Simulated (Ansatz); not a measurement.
Ansatz input

```yaml
crystal:
  lattice:
    - [0.0, 2.5781953392, 2.5781953392]
    - [2.5781953392, 0.0, 2.5781953392]
    - [2.5781953392, 2.5781953392, 0.0]
  atoms:
    - { symbol: Co, position: [0.125, 0.125, 0.125], spin: 1.731 }
    - { symbol: Co, position: [0.875, 0.875, 0.875], spin: 1.731 }
hamiltonian:
  xc: blyp
  pseudopotentials:
    kind: paw
    azcp:
      Co: "pseudopotentials/Co.paw.azcp"
basis:
  ecutwfc: 420
  fft_grid_basis: typed
kpoints:
  mp_grid: { grid: [17, 17, 17], shift: [0, 0, 0] }
magnetization:
  spin_polarized: true
scf:
  occupations: { method: fermi_dirac, width: 0.05 }
```

Terminal output

```
Engine: ansatz 0.2.0, aarch64-unknown-linux-gnu
Pseudopotentials: kind: paw
Pseudopotential: Co, paw, valence charge 17, recommended cutoff 420 eV (normal) 
Functional definition: BLYP
  parameter beta = 0.0042
  parameter a = 0.04918
  parameter b = 0.132
  parameter c = 0.2533
  parameter d = 0.349
  exchange = b88_x(beta = beta)
  correlation = lyp_c(a = a, b = b, c = c, d = d)
Crystal: 2 atoms, lattice volume = 34.275 Å³
Basis set: ecut = 420 eV, 645 PW (Γ), exchange–correlation on 50×50×50 points (8 copies of the dense FFT grid, shifted against one another)
Bands: 23, of which v1, the nominal top of the filled ones, is band 17 counted from 1 (16 counted from 0)
Symmetry: 48 space group operations
Space group: Fd-3m (ITA 227), of the structure as read, at distance tolerance 3.2e-5 Å
Magnetic group: BNS 227.128 (UNI 1630), of the structure as read, at distance tolerance 3.2e-5 Å
k-points: 165 of 4913
Non-local potential: Co, projectors of the file, l = 0: 3, l = 1: 2, l = 2: 3, l = 3: 1
PAW form: soft (Blöchl's): semilocal exchange-correlation on the pseudo side does not see the compensation charge
PAW frozen core: Co, regenerated for the run's functional, and the local potential with it (the file was generated under x = pbe(κ = 0.804, μ = 0.2195149727645171), c = pbe(β = 0.06672455060314922))
PAW one-centre angular grid: Co, 590 points (default); XC on 64 Gauss nodes
Initial density: superposition of atomic densities (chi_scale 0.1, normalization cell)
Starting moments: Σ|m| = 3.462 μB on 2 of 2 sites
Initial wavefunctions: pseudopotential atomic-orbital guess
Functional: x = b88, c = lyp
iter 1 solved again at ethr=9.00e-4 eV; its pass at ethr=3.10e-3 eV (dr2=3.06e-1 eV) is discarded
SCF iter   1: F=—  HF=-10264.444438 eV  |F-HF|=—  |Δ(HF+E_count)|=         —  Δρ=5.12e-2 (↑3.83e-2 ↓5.12e-2)  dr2=3.10e-1  dr2_m=5.50e-1  M=3.639 μB ∫|m|=3.725 μB  β_m=0.30  ethr=9.00e-4  ⟨swp⟩=1.0  Hψ=39968  notcnv=0
Mixer restart at iter 1: flushing history
spin=Collinear: Kerker preconditioning applied to the charge; magnetization (m = ρ↑ − ρ↓) channel mixes plain (no charge-response kernel on spin).
SCF iter   2: F=—  HF=-10265.172283 eV  |F-HF|=—  |Δ(HF+E_count)|=   7.28e-1  Δρ=3.77e-2 (↑3.77e-2 ↓2.86e-2)  dr2=3.51e-1  dr2_m=2.83e-1  M=3.605 μB ∫|m|=3.718 μB  β_m=0.65  ethr=9.00e-4  ⟨swp⟩=1.5  Hψ=8379  notcnv=0
SCF iter   3: F=—  HF=-10266.587728 eV  |F-HF|=—  |Δ(HF+E_count)|=    1.42e0  Δρ=1.10e-2 (↑8.46e-3 ↓1.10e-2)  dr2=1.70e-1  dr2_m=3.78e-3  M=3.480 μB ∫|m|=3.655 μB  β_m=0.74  ethr=9.00e-4  ⟨swp⟩=3.4  Hψ=14916  notcnv=0
SCF iter   4: F=—  HF=-10266.687689 eV  |F-HF|=—  |Δ(HF+E_count)|=   1.00e-1  Δρ=1.29e-2 (↑1.15e-2 ↓1.29e-2)  dr2=2.25e-1  dr2_m=5.52e-4  M=3.422 μB ∫|m|=3.630 μB  β_m=0.79  ethr=4.99e-4  ⟨swp⟩=2.6  Hψ=14722  notcnv=0  defer=118
SCF iter   5: F=—  HF=-10266.662911 eV  |F-HF|=—  |Δ(HF+E_count)|=   2.48e-2  Δρ=8.38e-3 (↑3.68e-3 ↓8.38e-3)  dr2=2.14e-2  dr2_m=2.63e-3  M=3.424 μB ∫|m|=3.637 μB  β_m=0.90  ethr=4.99e-4  ⟨swp⟩=2.7  Hψ=13000  notcnv=0  defer=118
SCF iter   6: F=—  HF=-10266.661990 eV  |F-HF|=—  |Δ(HF+E_count)|=   9.22e-4  Δρ=4.26e-3 (↑4.26e-3 ↓3.64e-3)  dr2=1.18e-2  dr2_m=4.69e-5  M=3.432 μB ∫|m|=3.650 μB  β_m=0.95  ethr=6.31e-5  ⟨swp⟩=2.0  Hψ=11394  notcnv=0  defer=121
SCF iter   7: F=—  HF=-10266.663191 eV  |F-HF|=—  |Δ(HF+E_count)|=   1.20e-3  Δρ=1.08e-3 (↑3.54e-4 ↓1.08e-3)  dr2=2.61e-4  dr2_m=1.40e-4  M=3.436 μB ∫|m|=3.654 μB  β_m=0.97  ethr=3.48e-5  ⟨swp⟩=2.0  Hψ=12385  notcnv=0  defer=124
SCF iter   8: F=—  HF=-10266.663252 eV  |F-HF|=—  |Δ(HF+E_count)|=   6.05e-5  Δρ=2.46e-4 (↑1.23e-4 ↓2.46e-4)  dr2=3.09e-5  dr2_m=1.63e-6  M=3.436 μB ∫|m|=3.653 μB  β_m=0.99  ethr=7.67e-7  ⟨swp⟩=2.3  Hψ=10603  notcnv=0  defer=124
SCF iter   9: F=—  HF=-10266.663251 eV  |F-HF|=—  |Δ(HF+E_count)|=   5.64e-7  Δρ=5.54e-5 (↑3.77e-5 ↓5.54e-5)  dr2=1.51e-6  dr2_m=3.35e-8  M=3.436 μB ∫|m|=3.653 μB  β_m=0.99  ethr=9.10e-8  ⟨swp⟩=2.0  Hψ=10439  notcnv=0  defer=124
SCF iter  10: F=—  HF=-10266.663252 eV  |F-HF|=—  |Δ(HF+E_count)|=   4.62e-7  Δρ=5.82e-6 (↑4.42e-6 ↓5.82e-6)  dr2=1.88e-8  dr2_m=3.15e-9  M=3.436 μB ∫|m|=3.653 μB  β_m=1.00  ethr=4.45e-9  ⟨swp⟩=2.0  Hψ=10411  notcnv=0  defer=124
SCF iter  11: F=-10266.663252 eV  HF=-10266.663252 eV  |F-HF|=3.60e-9  |Δ(HF+E_count)|=   6.54e-8  Δρ=1.09e-6 (↑8.76e-7 ↓1.09e-6)  dr2=8.48e-10  dr2_m=2.71e-11  M=3.436 μB ∫|m|=3.653 μB  ethr=5.52e-11  ⟨swp⟩=1.1  Hψ=19843  notcnv=0
SCF 1 converged in 11 iterations: F = -10266.663252 eV  dr2 = 8.48e-10
SCF converged after 11 iterations
Magnetization: 3.4358 μB (18.7179 up, 15.2821 down)
Absolute magnetization: 3.6548 μB (∫|ρ↑−ρ↓|, with the PAW one-centre terms)
Spin contamination: 0.0675 ħ² per cell (⟨S²⟩ above its minimum at these occupations)
Per-site moments (μB) at R_I (Å): [(1.7356423074403227, 0.9210228471121581), (1.7356423074403236, 0.9210228471121581)]
Free energy (F): -10266.663252 eV
Harris-Foulkes:  -10266.663252 eV  (|F-HF|=3.60e-9)
Internal energy: -10266.645974 eV  (E = F + TS)
E sigma→0 (E₀):  -10266.654613 eV
Entropy (-TS):   -0.017278 eV (-8.639 meV/atom)
Fermi energy:    10.606974 eV
--- Per-component energies (eV) ---
  E_band       = -748.886428
  E_kinetic    = 907.670296
  E_local      = -7560.296202  (includes V_loc(G=0)·N_el)
  E_nonlocal   = 913.669089
  E_hartree    = 3190.666787
  E_xc         = -311.900585
  E_vxc        = -400.581037  (∫ρ·V_xc dr)
  E_paw        = -3059.020418  (= ΣΔE_a)
  E_vpaw       = -990.680810  (= ΣTr[D̂ρ^β])
  E_aug_tail   = 0.000135  (compensation charges beyond the density's cutoff)
  E_ewald      = -4347.449258
  E_core_change = 0.014181  (= ΣΔE_core)
  E_smearing   = -0.017278  (= −TS)
  E_closure    = -0.000000  (closes the sum)
  Σ components = -10266.663252   (vs F -10266.663252, Δ=0.00e0)
```
